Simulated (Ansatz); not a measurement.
BN (rock salt, Fm-3m) under volume change, plane-wave PAW PBEsol (Ansatz code), scaled uniformly.

```tsv
V (Å³/atom)	E − E(relaxed) (meV/atom)	P (GPa)
4.805	[?]	[?]
4.963	26.2	27.81
5.122	6.3	12.91
5.280	0.0	0.03
5.438	5.7	-11.12
5.597	[?]	[?]
5.755	46.2	-29.07
```

Task: What belongs in the gaps?

Result: 
- 4.805, E − E(relaxed) (meV/atom): 62.0
- 4.805, P (GPa): 45.07
- 5.597, E − E(relaxed) (meV/atom): 21.5
- 5.597, P (GPa): -20.74

Task: What does a third-order Birch–Murnaghan fit give for V₀, B₀ and B′?

Result: V₀ = 5.28 Å³/atom, B₀ = 398 GPa, B′ = 3.8.

A made-up cell: these elements were put on the sites of a structure type; neither database checked (COD, Materials Project) lists it. It is not the phase usual at ambient conditions (space group No. 186, 194, 216). The PBEsol relaxation kept the symmetry of its start. At this level the phase is dynamically unstable (imaginary phonons).

Potentials: the later of the program's two PAW sets.
